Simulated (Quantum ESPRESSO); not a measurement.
Parts of the isotropic shielding in KZnF3, by PBE GIPAW (a modified build of Quantum ESPRESSO, JTH PAW datasets), 22.5 Ha, k-mesh 5×5×5 shifted:

```xyz
5
Lattice="4.0474 0.0000 0.0000 0.0000 4.0474 0.0000 0.0000 0.0000 4.0474" Properties=species:S:1:pos:R:3 pbc="T T T"
K      0.0000     0.0000     0.0000
Zn     2.0237     2.0237     2.0237
F      0.0000     2.0237     2.0237
F      2.0237     0.0000     2.0237
F      2.0237     2.0237     0.0000
```
The cell comes from the Materials Project (a computed structure). It is KZnF3 in Pm-3m; whether this form has been observed was not checked. Stability against distortions was not tested.

The core term is that of the free atom's frozen core; the paramagnetic column sums the reconstruction terms. Shieldings are absolute and leave out the bulk-susceptibility term; a larger σ means a smaller chemical shift. By our sweeps, such settings leave a few ppm in absolute σ on light atoms and up to some 20 ppm from Zn on.

```tsv
site	core	bare (smooth current)	diamagnetic correction	paramagnetic corrections	σ_iso (ppm)
K (atom 1)	1193.4	93.3	22.5	?	?
Zn (atom 2)	2275.3	24.1	237.8	?	?
F (atoms 3, 4, 5)	306.4	90.6	50.7	?	?
```

What belongs in the gaps?


- K (atom 1), paramagnetic corrections: -114.9
- K (atom 1), σ_iso (ppm): 1194.3
- Zn (atom 2), paramagnetic corrections: -760.9
- Zn (atom 2), σ_iso (ppm): 1776.2
- F (atoms 3, 4, 5), paramagnetic corrections: -118.2
- F (atoms 3, 4, 5), σ_iso (ppm): 329.5
